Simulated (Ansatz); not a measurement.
BN in space group P6_3mc (No. 186; Pearson symbol hP12) is relaxed with DFT-PBE+D3(BJ) in the program Ansatz with PAW potentials. What lattice parameters of the conventional cell result?

a = 2.506 Å, c = 19.799 Å.

Is it a metal or does it have a gap at this level?

A gap of 4.16 eV, indirect.

The start of the workflow was typed in or built on a structure type. Its sites differ from those of the usual phase in this space group: another stacking or structure type. Symmetry was held in the PBE+D3(BJ) relaxation; its stability against distortions is not shown here.

Potentials: the later of the program's two PAW sets.
